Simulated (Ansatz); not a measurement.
Problem. Name crystals whose computed values (r²SCAN in the plane-wave PAW code Ansatz) fall in these windows: Θ_D (K) 540 to 690; ε∞ 5.7 to 8.1.

Solution. 

```json
[
 {"crystal": "GaN, I4mm (Ga on 2a, N on 2a)", "Θ_D (K)": "597", "ε∞": "6.92"}
]
```
Others may fit too.

Not the usual ambient phase: GaN, I4mm (Ga on 2a, N on 2a). The cell was relaxed under the symmetry of its start. Spin–orbit coupling is left out wherever it is not named.

Potentials: the later of the program's two PAW sets.
